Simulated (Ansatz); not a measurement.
LiCl:
```
CELL_PARAMETERS angstrom
      3.79880     0.00000     0.00000
     -1.89940     3.28986     0.00000
      0.00000     0.00000     6.04132
ATOMIC_POSITIONS crystal
  Li 0.66667 0.33333 0.87878
  Li 0.33333 0.66667 0.37878
  Cl 0.66667 0.33333 0.49622
  Cl 0.33333 0.66667 0.99622
```

x, y and z are the axes in which the lattice vectors are written.

Question: Give the proper piezoelectric stress tensor with relaxed ions from the program Ansatz at the LDA level (PAW).

Answer: In C/m², rows x, y, z, Voigt columns; mesh uncertainty up to 0.00.
```
 0.00   0.00   0.00   0.00   0.15   0.00
 0.00   0.00   0.00   0.15   0.00   0.00
 0.20   0.20  -0.45   0.00   0.00   0.00
```

The elastic tensor of the same run (GPa):

```
      1     2     3    4    5    6
-  ----  ----  ----  ---  ---  ---
1  41.1  26.1  24.3  0.0  0.0  0.0
2  26.1  41.1  24.3  0.0  0.0  0.0
3  24.3  24.3  39.6  0.0  0.0  0.0
4   0.0   0.0   0.0  8.5  0.0  0.0
5   0.0   0.0   0.0  0.0  8.5  0.0
6   0.0   0.0   0.0  0.0  0.0  7.5
```

Question: Convert to strain constants d = e·S.

Answer: In pC/N:
```
  0.0    0.0    0.0    0.0   17.2    0.0
  0.0    0.0    0.0   17.2    0.0    0.0
 12.8   12.8  -27.1    0.0    0.0    0.0
```

Space group P6_3mc (wurtzite). The first step of the workflow began from a Materials Project structure, measured or hypothetical; the Crystallography Open Database copy checked does not list it. It is not the phase usual at ambient conditions (space group No. 225). The LDA relaxation kept the symmetry of its start; phonons on a q-mesh show no instability.

Potentials: the later of the program's two PAW sets.
